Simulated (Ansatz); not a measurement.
CdS (zinc blende)

```
CELL_PARAMETERS angstrom
      0.00000     2.96331     2.96331
      2.96331     0.00000     2.96331
      2.96331     2.96331     0.00000
ATOMIC_POSITIONS crystal
  S  0.75000 0.75000 0.75000
  Cd 0.00000 0.00000 0.00000
```

Scan: atom 1 (S, nearest neighbour Cd at 2.566 Å; its periodic images, 4.2 Å or more away, move with it) is displaced towards the nearest neighbour, direction (-0.577, -0.577, 0.577) in Cartesian axes, by s. The other atoms stay.

Method: PBE (plane waves to 420 eV, PAW, scalar-relativistic; Ansatz, an electronic-structure program). k mesh 8×8×8 (Γ-centred), Fermi-Dirac smearing 0.05 eV. E stands for the smeared free energy. CdS was relaxed with its symmetry unable to fall. The zero of ΔE is the undisplaced structure.

Successive frames, forces in eV/Å:

```csv
frame,ΔE (meV/cell),F on S1,F on Cd2
s = -0.102 Å,19,"(-0.200, -0.200, 0.200)","(0.200, 0.200, -0.200)"
s = 0.000 Å,0,"(0.000, 0.000, 0.000)","(0.000, 0.000, 0.000)"
s = 0.102 Å,26,"(0.317, 0.317, -0.317)","(-0.317, -0.317, 0.317)"
s = 0.204 Å,122,"(0.800, 0.800, -0.800)","(-0.800, -0.800, 0.800)"
```

Problem. What are the energy and the forces in the next frame, s = 0.306 Å?

Solution. ΔE (meV/cell) = 323.

```json
[
 {"atom": "S1", "Fx": "1.519", "Fy": "1.519", "Fz": "-1.519"},
 {"atom": "Cd2", "Fx": "-1.519", "Fy": "-1.519", "Fz": "1.519"}
]
```

(A displaced cell: forces are minus the slopes of the energy, force constants its curvatures, and phonons follow from these.)
